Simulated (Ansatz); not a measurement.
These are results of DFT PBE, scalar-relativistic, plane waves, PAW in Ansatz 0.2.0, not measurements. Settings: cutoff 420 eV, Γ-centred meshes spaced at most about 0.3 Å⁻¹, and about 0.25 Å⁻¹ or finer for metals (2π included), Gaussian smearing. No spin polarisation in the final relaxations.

These are static total energies at zero pressure. All come from trial cells, and lower structures may exist.

Task: Which of these relaxed structures of Ge2BiO2 is the lowest in energy?
A.

```
CELL_PARAMETERS angstrom
-1.75549 1.75549 7.72014
1.75549 -1.75549 7.72014
1.75549 1.75549 -7.72014
ATOMIC_POSITIONS crystal
Ge 0.67919 0.67919 0.00000
Ge 0.32081 0.32081 0.00000
Bi 0.00000 0.00000 0.00000
O 0.75000 0.25000 0.50000
O 0.25000 0.75000 0.50000
```

B.

```
CELL_PARAMETERS angstrom
3.38965 0.00000 0.00000
-1.69483 2.93552 0.00000
0.00000 0.00000 9.13181
ATOMIC_POSITIONS crystal
Ge 0.33333 0.66667 0.63024
Ge 0.66667 0.33333 0.36976
Bi 0.00000 0.00000 0.00000
O 0.00000 0.00000 0.71916
O 0.00000 0.00000 0.28084
```

C.

```
CELL_PARAMETERS angstrom
4.08914 0.00000 0.00000
0.00000 4.08914 0.00000
0.00000 0.00000 5.62840
ATOMIC_POSITIONS crystal
Ge 0.50000 0.00000 0.10544
Ge 0.00000 0.50000 0.10544
Bi 0.50000 0.50000 0.61693
O 0.50000 0.00000 0.44061
O 0.00000 0.50000 0.44061
```

D.

```
CELL_PARAMETERS angstrom
4.51217 0.00000 0.00000
-2.25608 3.90765 0.00000
0.00000 0.00000 4.71816
ATOMIC_POSITIONS crystal
Ge 0.33333 0.66667 0.70081
Ge 0.66667 0.33333 0.70081
Bi 0.00000 0.00000 0.15170
O 0.33333 0.66667 0.09569
O 0.66667 0.33333 0.09569
```

Result: A. It has space group I4/mmm (No. 139); the next, C, with space group P4mm (No. 99), lies 49 meV/atom higher. The shortest distance is 2.07 Å (Ge–O) in the lowest and 1.89 Å (Ge–O) in the next.

No dispersion correction is applied, so the spacing and binding between layers, chains or molecules are poorly described (P4mm, P-3m1, P6mm), and this can change margins and order among such cells. Spin–orbit coupling, which can matter for Bi, is left out. In I4/mmm, P4mm, P-3m1, P6mm an odd number of electrons in the primitive cell allows no gap without spin; a larger cell or a magnetic state could open one. Cells relaxed within their symmetry can be saddle points. Some candidate types were left out of the draw beforehand, so a known form may be missing.
